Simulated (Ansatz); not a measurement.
The relaxed structure here is a generated cell of W: the first start was made by placing the elements on the sites of a structure type, and the end was not matched to a known phase here, so it may be hypothetical. Known forms of W include space group No. 229.

A relaxed cell of W (Cmcm (No. 63)), relaxed on a k-mesh at least as fine as the one used below. These are PBE (plane waves to 420 eV, PAW, scalar-relativistic; Ansatz, a quantum-chemistry and plane-wave program) values and carry that method's errors. Γ-centred k-mesh 14×7×7 on the run's cell (coarser than for final values), Fermi–Dirac smearing 0.05 eV.

```yaml
crystal:
  lattice:
    - [1.31201, -2.60697, 0.00000]
    - [2.62403, 5.21394, 0.00000]
    - [0.00000, 0.00000, 4.82275]
  atoms:
    - { symbol: W, position: [0.84677, 0.07662, 0.25000] }
    - { symbol: W, position: [0.84677, 0.57662, 0.25000] }
    - { symbol: W, position: [0.15323, 0.42338, 0.75000] }
    - { symbol: W, position: [0.15323, 0.92338, 0.75000] }
```

The atoms are displaced by (Å):

```tsv
atom	ux	uy	uz
W1	-0.144	0.039	0.058
W2	0.055	-0.155	0.155
W3	0.062	-0.123	-0.205
W4	0.101	-0.072	-0.117
```

### Question
What forces (eV/Å) and pressure result?

### Answer
```
atom     Fx     Fy     Fz
----  -----  -----  -----
W1     1.31  -0.93  -2.91
W2    -1.92   0.17  -3.78
W3     0.63   0.62   3.74
W4    -0.02   0.14   2.95
```

Pressure +11.5 GPa.

### Question
Estimate the energy cost of the displacement in the harmonic approximation and compare with the calculation.

### Answer
For a harmonic well ΔE = −½ Σ F·u = 1.137 eV a cell, or 284 meV/atom. The calculated energy relative to the undisplaced cell is +0.29 eV/atom, so the harmonic estimate holds well.

The undisplaced cell is probably no minimum: from this displacement the run went on to Im-3m (No. 229), 0.45 eV/atom below it.

No spin polarisation in the result.
